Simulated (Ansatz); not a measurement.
According to PBE (plane waves, PAW; program Ansatz), Be in the fcc (Cu type) structure (Fm-3m) relaxes to a = 3.158 Å. Be has 12 nearest neighbours from 2.23 Å (cuboctahedral).

Electronic character: metallic (no gap).

An equation-of-state fit gives a bulk modulus of 120 GPa.

The start of the workflow was typed in or built on a structure type; neither database checked (COD, Materials Project) lists it. It is not the phase usual at ambient conditions (space group No. 194). Symmetry was held in the PBE relaxation; whether a distortion lowers the energy is not shown.

Potentials: the earlier of the program's two PAW sets.
